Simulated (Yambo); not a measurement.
# Bethe-Salpeter results for TiO2

```xyz
12
Lattice="-4.3508 4.3508 1.8876 4.3508 -4.3508 1.8876 4.3508 4.3508 -1.8876" Properties=species:S:1:pos:R:3 pbc="T T T"
O      1.3120     4.3607     0.0000
O      3.0387    -0.0099     1.8876
O      0.0099     3.0387     1.8876
O      4.3408     1.3120     0.0000
O      2.9620     2.9441     1.8876
O      1.3888     1.4067     0.0000
O      7.2948     1.3888     0.0000
O     -2.9441     2.9620     1.8876
Ti     0.0249     6.1582     0.0000
Ti     4.3259    -1.8075     1.8876
Ti     1.8075     4.3259     1.8876
Ti     2.5433     0.0249     0.0000
```

The geometry is that of Materials Project entry mp-1101022, symmetrised and not relaxed again.

BSE in Yambo on PBEsol (Quantum ESPRESSO, PseudoDojo norm-conserving, 84 Ry, scalar-relativistic) bands: 6×6×6 mesh, 10 valence and 6 conduction bands, static screening with 101 bands and a 3 Ry block, scissor 1.70 eV, Tamm-Dancoff; field along x.

| state | energy (eV) | states within 2 meV | relative strength | class | main transitions |
|---|---|---|---|---|---|
| 1 | 3.63 | 1 | < 0.01 | dark | VB → CB (89 %) |
| 2 | 3.78 | 2 | < 0.01 | dark | VB → CB (90 %) |
| 3 | 3.82 | 1 | 1.00 | weak | several band pairs |
| 4 | 3.84 | 1 | < 0.01 | dark | VB → CB (99 %) |
| 5 | 3.85 | 1 | < 0.01 | dark | VB → CB (94 %) |
| 6 | 3.88 | 1 | < 0.01 | dark | VB → CB (100 %) |

These are vertical excitations (zero momentum); the indirect quasiparticle gap, about 3.19 eV, is smaller than the direct one (3.99 eV on the GW mesh). The direct quasiparticle gap on this mesh is 3.99 eV; counted from there, state 1 is bound by 0.36 eV. On a 4×4×4 mesh the same difference is 0.41 eV, so it isn't converged.

Spin singlets only. Strengths are relative to the strongest of the lowest states of this run; strong means a line over 3 % of the spectrum's maximum, dark under 0.03 %. Absolute energies carry the error of the G0W0 scissor, whose convergence isn't established; the long-wavelength screening was taken along (1,1,1) although the crystal is anisotropic.

This is not the ordinary phase of the substance; no match was found in the copy of COD used, and its stability was not checked.
